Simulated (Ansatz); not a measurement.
CaF₂ (fluorite): values from a third-order Birch-Murnaghan fit to a volume scan beside measured ones. Computed values: r2SCAN (plane waves to 500 eV, PAW, scalar-relativistic; Ansatz, a program for electronic structure). CaF2 was relaxed with its symmetry unable to fall.

```
quantity                reference                                    kind  r2SCAN  difference
----------------------  ---------  --------------------------------------  ------  ----------
Lattice constant a (Å)      5.466  measured, room temperature or unstated   5.439      -0.5 %
```

References as given in: M. Råsander, M. A. Moram, The Journal of Chemical Physics (2015), arXiv:1505.02379. Values not taken to low temperature hold thermal and zero-point shifts that a static calculation lacks, so small differences there are no errors of the method.

(A scan under strain: stresses follow from slopes of the energy per volume, elastic moduli from its curvatures.)
